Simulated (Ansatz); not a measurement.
Here is an unrelaxed guess for GaP4.

```cif
data_structure
_symmetry_space_group_name_H-M 'Pn-3m:1'
_symmetry_Int_Tables_number 224
_cell_length_a 5.8527
_cell_length_b 5.8527
_cell_length_c 5.8527
_cell_angle_alpha 90.000
_cell_angle_beta 90.000
_cell_angle_gamma 90.000
_cell_volume 200.48
loop_
_atom_site_label
_atom_site_type_symbol
_atom_site_symmetry_multiplicity
_atom_site_Wyckoff_symbol
_atom_site_fract_x
_atom_site_fract_y
_atom_site_fract_z
_atom_site_occupancy
Ga1 Ga 2 a 0.00000 0.00000 0.00000 1
P1 P 8 e 0.33924 0.33924 0.33924 1
```

Level of theory: Ansatz, DFT PBE, scalar-relativistic, plane waves, PAW. Cutoff 420 eV; k points 4×4×4 on the computed 10-atom cell (Γ-centred); Gaussian smearing, width 0.10 eV; no spin polarisation.

Formation energies are uncorrected and refer to the elements' standard structures at the same level. The references include black phosphorus.

**Question.** Estimate its pressure, forces and energy as it stands.

**Answer.** The pressure is 120.7 GPa (it wants to expand), the largest force is 24.11 eV/Å, and the energy is +6.55 eV/atom against the elements. The shortest distance is 1.63 Å, so close that the PAW spheres overlap strongly and these values are rough.

**Question.** Is it a good guess?

**Answer.** A poor one: relaxing gains about 5.6 eV/atom (the start's value is from the coarse mesh, so the gain is rough) in 26 ionic steps and ends at +0.93 eV/atom on the finer mesh. The symmetry stays Pn-3m (No. 224). The volume per atom grows by 265.5 %, from 20.0 to 73.3 Å³. The shortest distance goes from 1.63 Å (Ga–P) to 1.94 Å (P–P). Conventional cell: a = 9.016 Å. Around Ga lie 4 P at 2.94 Å; P is surrounded by 1 P at 1.94 Å and 1 Ga at 2.94 Å.

The last run used a 4×4×4 mesh for its 10-atom cell and Gaussian smearing of 0.10 eV. The cell is a metal run without spin; a magnetic state may lie lower. The reference form of P is held partly by dispersion forces, which this level lacks. The relaxation can't lower the symmetry of the start, and the grade says only how near the guess is to its own end. A structure relaxed within its symmetry needn't be a true minimum. Another cell of GaP4 relaxed alike, in Cmmm, lies 0.73 eV/atom lower, so this cell isn't the stable form at this level.
